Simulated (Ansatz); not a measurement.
ReW (CsCl type, space group No. 221) under volume change, DFT-r²SCAN in the program Ansatz with PAW potentials, scaled uniformly.

| V (Å³/atom) | E − E(relaxed) (meV/atom) | P (GPa) |
|---|---|---|
| 13.961 | 160.7 | 40.44 |
| 14.421 | 67.5 | 24.83 |
| 14.881 | 16.0 | 11.43 |
| 15.341 | 0.0 | -0.01 |
| 15.802 | … | … |
| 16.262 | … | … |
| 16.722 | 116.8 | -25.08 |

Task: Complete the blanks.

Result: 
- 16.262, E − E(relaxed) (meV/atom): 54.6
- 16.262, P (GPa): -18.04
- 15.802, E − E(relaxed) (meV/atom): 14.4
- 15.802, P (GPa): -9.75

Task: What does a third-order Birch–Murnaghan fit give for V₀, B₀ and B′?

Result: V₀ = 15.34 Å³/atom, B₀ = 350 GPa, B′ = 4.3.

Space group Pm-3m (CsCl type). The cell is a constructed one: a structure type filled with these elements; neither database checked (COD, Materials Project) lists it. Its standing as an ambient phase is unchecked. The cell was relaxed with r²SCAN under the symmetry of its start; whether a distortion lowers the energy is not shown. No spin polarisation was allowed. Scalar-relativistic: spin–orbit coupling is off unless named, which matters more the heavier the elements.

Potentials: the later of the program's two PAW sets.
